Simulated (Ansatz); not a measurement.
A generator proposed this cell of Cu4O.

```
Cu O
1.0
     3.93911    0.00000    0.00000
     0.00000    3.93911    0.00000
     0.00000    0.00000    3.93911
Cu O
4 1
Direct
  0.00000 0.00000 0.00000
  0.50000 0.50000 0.00000
  0.50000 0.00000 0.50000
  0.00000 0.50000 0.50000
  0.50000 0.50000 0.50000
```

These are results of DFT PBE, scalar-relativistic, plane waves, PAW (Ansatz), not measurements. Plane waves to 420 eV, a k mesh through Γ of 4×4×4 on the computed 5-atom cell and Gaussian smearing (0.10 eV); collinear spin from starting moments 1.0 1.0 1.0 1.0 0.0 μB.

Formation energies are uncorrected and refer to the elements' standard structures at the same level (O₂ as a molecule).

Question: How far from equilibrium is it?

Answer: The pressure is 2.5 GPa (it wants to expand), the largest force is 0.00 eV/Å (symmetry fixes the atoms), and the energy is +0.10 eV/atom against the elements. The shortest distance is 1.97 Å.

Question: How much does it gain on relaxing, and where does it end?

Answer: Relaxing gains under 0.1 eV/atom (the start's value is from the coarse mesh, so the gain is rough) in 6 ionic steps and ends at +0.10 eV/atom on the finer mesh. The symmetry stays Pm-3m (No. 221). The volume per atom grows by 1.7 %, from 12.2 to 12.4 Å³. The shortest distance goes from 1.97 Å (Cu–O) to 1.98 Å (Cu–O). Conventional cell: a = 3.961 Å. Cu on a site of symmetry m-3m has 12 Cu at 2.80 Å; around Cu on a site of symmetry 4/mmm lie 2 O at 1.98 Å and 12 Cu at 2.80 Å; around O lie 6 Cu at 1.98 Å.

The last run used a 10×10×10 mesh for its 5-atom cell and Gaussian smearing of 0.10 eV. No Hubbard U is applied to the 3d shell of Cu. The relaxation can't lower the symmetry of the start. Symmetry constrained the relaxation, so the result can be a saddle point.
